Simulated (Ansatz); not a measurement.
## Ansatz 0.2.0, settings compared: InF3

Run with:

```bash
ansatz run input.yaml --threads 1 --pin off --max-ram 2560MiB --backend cpu --events-out ev --progress --plain --runs-dir out
```

Input:

```yaml
crystal:
  lattice:
    - [1.417564, -4.435129, 0.0]
    - [0.0, 2.444104, -3.963103]
    - [6.229313, 4.435129, 0.0]
  atoms:
    - { symbol: F, position: [0.8333, 0.75, 0.75] }
    - { symbol: F, position: [0.25, 0.3333, 0.75] }
    - { symbol: F, position: [0.6667, 0.1667, 0.75] }
    - { symbol: F, position: [0.1667, 0.25, 0.25] }
    - { symbol: F, position: [0.75, 0.6667, 0.25] }
    - { symbol: F, position: [0.3333, 0.8333, 0.25] }
    - { symbol: In, position: [0.0, 0.0, 0.0] }
    - { symbol: In, position: [0.5, 0.5, 0.5] }
  symmetry: { tolerance: 0.0003 }
kpoints:
  mp_grid: { grid: [5, 5, 5], shift: [0, 0, 0] }
magnetization:
  spin_polarized: false
scf:
  occupations: { method: fermi_dirac }
hamiltonian:
  pseudopotentials: { kind: paw }
  xc: r2scan
basis:
  ecutwfc: 500
output:
  forces: true
  stress: true
  eigenvalues: true
```

Origin of the cell: a database entry, scaled a little.

The smearing width isn't typed, so it takes its default of 0.1 eV.

Output of this run (shortened):

```
Warning: crystal.lattice misses the space group found at crystal.symmetry.tolerance 3.0e-4 in a digit that the deck types, which is why this is a warning: making the lattice exact moves one o […]
Pseudopotentials: kind: paw
Pseudopotential: F, paw, valence charge 7, recommended cutoff 500 eV (meta_gga), F.paw.azcp
Pseudopotential: In, paw, valence charge 13, recommended cutoff 500 eV (meta_gga), In.paw.azcp
Functional definition: r2SCAN
  exchange = r2scan_x(k0 = k0, k1 = k1, a1 = a1)
  correlation = r2scan_c
Crystal: 8 atoms, lattice volume = 134.408 Å³
Basis set: ecut = 500 eV, 3423 PW (Γ), exchange–correlation on 144×144×240 points (64 copies of the dense FFT grid, shifted against one another)
Bands: 42, of which v1, the nominal top of the filled ones, is band 34 counted from 1 (33 counted from 0)
Symmetry: 12 space group operations
[… 8 lines left out …]
Initial density: superposition of atomic densities (neutral atoms: chi_scale 0, normalization atom), corrected by the library's trained network
Functional: x = r2scan, c = r2scan; τ floored in thin density (d = 2e-4 eV/Å³)
SCF iter   1: F=—  HF=-16080.649894 eV  Δρ=1.57e-2  dr2=3.33e-1  dr2_τ=1.85e-1  defer=11
SCF iter   2: F=—  HF=-16080.679054 eV  Δρ=7.15e-3  dr2=2.89e-2  dr2_τ=7.04e-3  defer=36
SCF iter   3: F=—  HF=-16080.676044 eV  Δρ=2.92e-3  dr2=9.99e-3  dr2_τ=6.47e-4  defer=17
SCF iter   4: F=—  HF=-16080.673499 eV  Δρ=3.93e-4  dr2=1.63e-4  dr2_τ=1.72e-5  defer=17
SCF iter   5: F=—  HF=-16080.673597 eV  Δρ=6.42e-5  dr2=8.11e-6  dr2_τ=5.04e-7  defer=17
SCF iter   6: F=—  HF=-16080.673604 eV  Δρ=1.54e-5  dr2=2.86e-7  dr2_τ=2.45e-8  defer=17
SCF iter   7: F=-16080.673604 eV  HF=-16080.673604 eV  Δρ=4.53e-6  dr2=1.98e-8  dr2_τ=6.93e-10
SCF 1 converged in 7 iterations: F = -16080.673604 eV  dr2 = 1.98e-8
SCF converged after 7 iterations
Free energy (F): -16080.673604 eV
Harris-Foulkes:  -16080.673604 eV  (|F-HF|=7.97e-9)
Internal energy: -16080.661365 eV  (E = F + TS)
E sigma→0 (E₀):  -16080.667485 eV
Entropy (-TS):   -0.012239 eV (-1.530 meV/atom)
Fermi energy:    2.206450 eV
--- Per-component energies (eV) ---
  E_band       = -493.683495
  E_kinetic    = 1721.895740
  E_local      = -6742.926032  (includes V_loc(G=0)·N_el)
  E_nonlocal   = 1181.145162
  E_hartree    = 2618.454982
  E_xc         = -864.372187
  E_vxc        = -892.656031  (∫ρ·V_xc dr)
  E_paw        = -9600.611054  (= ΣΔE_a)
  E_vpaw       = -1062.815100  (= ΣTr[D̂ρ^β])
  E_aug_tail   = 0.006563  (compensation charges beyond the density's cutoff)
  E_vtau       = 64.750071  (kinetic-family band-sum trace: ∫τ·v_τ [+ j·A + Jᵃ·Aᵃ] dr)
  E_ewald      = -4395.997282
  E_core_change = 1.742743  (= ΣΔE_core)
  E_smearing   = -0.012239  (= −TS)
  Σ components = -16080.673604   (vs F -16080.673604, Δ=0.00e0)
--- Forces (eV/Å), atoms counted from 1 ---
  atom   1  F      0.143568    -0.449180     0.000000
[… 2 lines left out …]
  atom   4  F     -0.143568     0.449180    -0.000000
  atom   5  F     -0.000000    -0.247533     0.401374
  atom   6  F      0.143568    -0.201646    -0.401374
  atom   7  In     0.000000     0.000000    -0.000000
  atom   8  In     0.000000    -0.000000    -0.000000
  max |Σ_I F_I| component: 2.78e-17 eV/Å
--- Stress (GPa, compression-positive) ---
      -39.426721     -14.627175      -9.020794
      -14.627175       1.662136      -2.883242
       -9.020794      -2.883242       4.559161
  P = ⅓ Tr σ = -11.0685 GPa (-110.685 kbar)
```

The same input was run again with these changes:

1. `hamiltonian.dispersion` default → d4
2. `scf.lower_state_search` default → standard
3. `crystal.symmetry` { tolerance: 0.0003 } → { detect: false }; `scf.n_extra_bands` default → 8
4. `scf.mixing` default → { algorithm: anderson, beta: 0.001, ndim: 1 }; `scf.max_iter` default → 75

| run | end | SCF iterations | P (GPa) | max force component (eV/Å) | moment (μB) | ΔE(σ→0) (meV/atom) |
| --- | --- | --- | --- | --- | --- | --- |
| base | converged | 7 | -11.07 | 0.449 | – | 0 |
| 1 | converged | 7 | -11.46 | 0.449 | – | – |
| 2 | converged | 7 | -11.07 | 0.449 | – | 0.00 |
| 3 | converged | 8 | -11.07 | 0.449 | – | 0.00 |
| 4 | converged | 37 | -11.07 | 0.449 | – | 0.00 |

Energies are compared only where functional, datasets, charge and starting cell are the same.

Caveats of the base run: the k mesh is coarse if the cell is a metal.

The base run ran for 8.1 s on 1 thread of Intel(R) Xeon(R) 6975P-C (Granite Rapids), with other jobs on the host, peak memory 0.87 GiB, from the program's own first density.
